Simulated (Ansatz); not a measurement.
Ba2LaNbO6:
Space group C2/m (No. 12); a = 10.4314 Å, b = 6.0399 Å, c = 6.1317 Å, α = 90.00°, β = 125.03°, γ = 90.00°

```csv
atom,site,symmetry,x,y,z
Ba,4i,m,0.2475,0.0000,0.2387
La,2c,2/m,0.5000,0.5000,0.5000
Nb,2b,2/m,0.0000,0.5000,0.0000
O,4i,m,0.2735,0.0000,0.6956
O,8j,1,0.4561,0.2325,0.1813
```
(The calculation used a cell of 10 atoms; values per cell refer to that cell.)

Relaxed with PBEsol.

**Question.** Tabulate the valence density and the electron localisation function along the shortest Nb–O contact (2.00 Å), PBEsol (plane waves, PAW; program Ansatz).

**Answer.** 

```csv
distance from Nb (Å),density (e/Å³),ELF
0.20,4.92,0.29
0.30,5.24,0.52
0.40,5.11,0.70
0.50,4.45,0.78
0.60,3.46,0.78
0.70,2.44,0.70
0.80,1.64,0.52
0.90,1.12,0.32
1.00,0.88,0.24
1.10,0.88,0.33
1.20,1.06,0.56
1.30,1.46,0.75
1.40,2.15,0.81
1.50,3.23,0.80
1.60,4.58,0.74
1.70,5.89,0.60
1.80,6.88,0.42
```

The density is the valence pseudo-density with augmentation charge, so density and ELF within about 1 Å of a nucleus are not all-electron values.

The workflow started from a Materials Project entry (that database holds measured and hypothetical structures alike); the Crystallography Open Database files this formula in space group No. 12, but the cells were not matched. Its standing as an ambient phase is unchecked. Symmetry was held in the PBEsol relaxation; whether a distortion lowers the energy is not shown. No spin polarisation was allowed. Spin–orbit coupling is left out wherever it is not named.

Potentials: the later of the program's two PAW sets.
